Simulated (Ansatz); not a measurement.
ZrTa:
```yaml
crystal:
  lattice:
    - [2.84895, 0.00000, 0.00000]
    - [0.00000, 2.84895, 0.00000]
    - [0.00000, 0.00000, 4.85723]
  atoms:
    - { symbol: Ta, position: [0.00000, 0.00000, 0.00000] }
    - { symbol: Zr, position: [0.50000, 0.50000, 0.50000] }
```

Relaxed with PBEsol. Special points in fractions of this cell's reciprocal vectors: Γ (0.000, 0.000, 0.000); X (0.000, 0.500, 0.000); M (0.500, 0.500, 0.000); Z (0.000, 0.000, 0.500); R (0.000, 0.500, 0.500); A (0.500, 0.500, 0.500).

### Question
List the band energies nearest the Fermi level at these points for PBEsol in the plane-wave PAW code Ansatz.

### Answer
In eV from the Fermi level; about four levels below and three above (degenerate sets whole), none deeper than 8.9 eV; points with the same levels are listed once.

| k | below | above |
|---|---|---|
| Γ | -6.90 -3.69 -2.62 -0.50 | 1.58 1.74 1.90 1.90 |
| X | -1.52 -1.41 -0.42 -0.22 | 2.29 2.93 3.89 |
| M | -3.80 -3.75 -2.70 -2.70 | 4.57 4.57 4.89 |
| Z | -3.87 -1.98 -1.42 -0.25 | 0.16 3.26 3.26 |
| R | -4.17 -3.36 -0.67 -0.07 | 1.10 1.75 1.76 |
| A | -0.67 -0.67 -0.42 -0.42 | 1.47 2.75 7.70 |

Space group P4/mmm (L1₀ or tetragonal B2). The start of the workflow was typed in or built on a structure type; neither database checked (COD, Materials Project) lists it. Whether it is the stable phase at ambient conditions was not checked. The cell was relaxed with PBEsol under the symmetry of its start. At this level the phase is mechanically unstable. The run is not spin-polarised. Its formation energy is positive at this level, so the cell may be metastable or incomplete. Scalar-relativistic: spin–orbit coupling is off unless named, which matters more the heavier the elements.

Potentials: the earlier of the program's two PAW sets. The files were generated under PBE; for other functionals the program regenerates the frozen cores, and for LDA and PBEsol the local potential too.
